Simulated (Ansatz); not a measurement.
# Stationary points along a deformation path in CsMgF$_{3}$

Computed with DFT PBEsol, scalar-relativistic, plane waves, PAW (Ansatz 0.2.0). Cutoff 420 eV, Γ-centred 6×6×6 k-points, Gaussian smearing of 0.05 eV. No spin polarisation. Energies are free energies at this smearing, counted from the undisturbed cell; pressure is positive in compression.

Zero of the scan (as given, not relaxed at this level; it stands at -3.2 GPa, and it needn't be the usual structure):

```xyz
5
Lattice="4.2523 0.0000 0.0000 0.0000 4.2523 0.0000 0.0000 0.0000 4.2523" Properties=species:S:1:pos:R:3 pbc="T T T"
Cs    0.0000    0.0000    0.0000
Mg    2.1262    2.1262    2.1262
F     0.0000    2.1262    2.1262
F     2.1262    0.0000    2.1262
F     2.1262    2.1262    0.0000
```

At fixed volume and fractional coordinates, lengths along (0.000, 0.000, 1.000) are scaled against those across it; ρ is that ratio over its starting value. V = 15.378 Å³/atom. Δσ is the stress along the axis less the mean stress across it (compression positive).

```csv
ρ,ΔE (meV/atom),Δσ (GPa),space group
0.650,571.5,62.77,P4/mmm
0.707,303.9,38.32,P4/mmm
0.780,125.6,19.91,P4/mmm
0.850,45.4,10.01,P4/mmm
0.920,10.6,4.18,P4/mmm
0.960,2.4,1.87,P4/mmm
1.000,0.0,0.00,Pm-3m
1.050,3.2,-1.98,P4/mmm
1.100,11.7,-3.76,P4/mmm
1.200,42.2,-7.28,P4/mmm
1.300,89.2,-11.22,P4/mmm
1.414,163.3,-16.59,P4/mmm
1.500,234.7,-21.36,P4/mmm
```

**Question.** How does the stress give the slope of the energy, and where is the energy stationary?

**Answer.** Along the path d ln(length) is 2/3 d ln ρ on the axis and −1/3 d ln ρ across it, so dE/d ln ρ = −(2/3) V Δσ: the energy falls with ρ where Δσ is positive. Δσ vanishes or changes sign at ρ = 1.000 (Pm-3m), a minimum at 0.0 meV/atom. Pairs of stationary points between two samples would go unseen, and could change a minimum read from distant neighbours into a maximum. At ρ = 1.000 the cell is cubic, where symmetry alone makes the stress isotropic and the slope zero.

**Question.** Which shear constant sets the curvature at ρ = 1?

**Answer.** For a cubic crystal E/V = (2/3) C (ln ρ)² with C = C′ = (C11 − C12)/2, so Δσ = −2C ln ρ. The parabola of Δσ against ln ρ through ρ = 0.960, 1 and 1.050 gives C ≈ 22 GPa with the ions clamped, rough because the steps are large. It is the stress–strain coefficient at this cell's pressure of -3.2 GPa, not the zero-pressure constant.

**Question.** Integrate that slope from ρ = 1 to 1.200 by the trapezoid rule.

**Answer.** With V/N in Å³ and 1 eV/Å³ = 160.2 GPa the slopes at ρ = 1.000, 1.050, 1.100, 1.200 are 0, 127, 241, 466 meV/atom per unit of ln ρ. The steps add 3.1 + 8.5 + 30.7 = 42.4 meV/atom, against 42.2 from the energies; the trapezoid rule misses the curvature of the slope within each step.

Symmetry holds off the tilts and polar distortions that many cubic perovskites undergo.